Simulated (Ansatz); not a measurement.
LaB2 (MoSi2 or CaC2 type), relaxed with PBE (Ansatz, a quantum-chemistry and plane-wave program, plane waves, PAW): a = 4.039 Å, b = 4.039 Å, c = 6.981 Å, α = 90.00°, β = 90.00°, γ = 90.00°.

* **ΔH_f (eV/atom)**: 0.48
* **B₀ by P(V) fit (GPa)**: 62.6

Question: The same phase is relaxed and computed with r²SCAN in the same code. What are the cell and these values now?

Answer: a = b = 4.071 Å, c = 7.008 Å, α = β = γ = 90.00°.

- ΔH_f (eV/atom) = 0.41
- B₀ by P(V) fit (GPa) = 63.8

Typed or built starts, not in the databases checked: LaB2, MoSi2 or CaC2 type. All cells were relaxed under the symmetry of their starts (and spin orders); stability against distortions was not tested throughout. Scalar-relativistic: spin–orbit coupling is off unless named, which matters more the heavier the elements.

Potentials: the earlier of the program's two PAW sets.

Ansatz is a plane-wave DFT program.

Formation energies count from the lowest solids of the elements computed at the same level, not from gases.
